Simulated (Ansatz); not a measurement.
Trial structure of Ca3Si2N, not yet relaxed:

```cif
data_structure
_symmetry_space_group_name_H-M 'P 1'
_symmetry_Int_Tables_number 1
_cell_length_a 6.6808
_cell_length_b 5.6265
_cell_length_c 5.1120
_cell_angle_alpha 76.778
_cell_angle_beta 55.072
_cell_angle_gamma 48.150
_cell_volume 113.60
loop_
_atom_site_label
_atom_site_type_symbol
_atom_site_fract_x
_atom_site_fract_y
_atom_site_fract_z
_atom_site_occupancy
Ca1 Ca 0.66896 0.33104 0.66896 1
Ca2 Ca 0.33104 0.66896 0.33104 1
Ca3 Ca 0.00000 0.00000 0.00000 1
Si1 Si 0.00000 0.50000 0.00000 1
Si2 Si 0.50000 0.00000 0.50000 1
N1 N 0.50000 0.50000 0.50000 1
```

The calculation used Ansatz, DFT PBE, scalar-relativistic, plane waves, PAW. Plane waves to 420 eV, a k mesh through Γ of 4×4×4 on the computed 6-atom cell and Gaussian smearing (0.10 eV); no spin polarisation.

Energies over the elements count from the elements' standard structures at the same level (N₂ as a molecule), with no fitted energy shifts.

Task: How far from equilibrium is it?

Result: The pressure is 38.4 GPa (the mean over three directions, positive in compression), the largest force is 18.97 eV/Å, and the energy is +2.17 eV/atom against the elements. The shortest distance is 1.49 Å, so close that the PAW spheres overlap strongly and these values are rough.

Task: How much does it gain on relaxing, and where does it end?

Result: Relaxing gains about 1.9 eV/atom (the start's value is from the coarse mesh, so the gain is rough) in 29 ionic steps and ends at +0.24 eV/atom on the finer mesh. The symmetry stays Fmmm (No. 69). The volume per atom grows by 67.0 %, from 18.9 to 31.6 Å³. The shortest distance goes from 1.49 Å (Ca–N) to 2.22 Å (Ca–N). Conventional cell: a = 4.940 Å, b = 10.197 Å, c = 15.067 Å. Around Ca on a site of symmetry mm2 lies 1 N at 2.22 Å; Si has 2 Si at 2.47 Å, 2 Ca at 2.83 Å and 2 N at 2.83 Å; around N lie 2 Ca at 2.22 Å, 2 Ca at 2.47 Å and 4 Si at 2.83 Å; 1 more site not described.

The last run used a 10×10×10 mesh for its 6-atom cell and Gaussian smearing of 0.10 eV. The relaxation can't lower the symmetry of the start. Symmetry constrained the relaxation, so the result can be a saddle point. Another cell of Ca3Si2N relaxed alike, in P4mm, lies 0.34 eV/atom lower, so this cell isn't the stable form at this level.
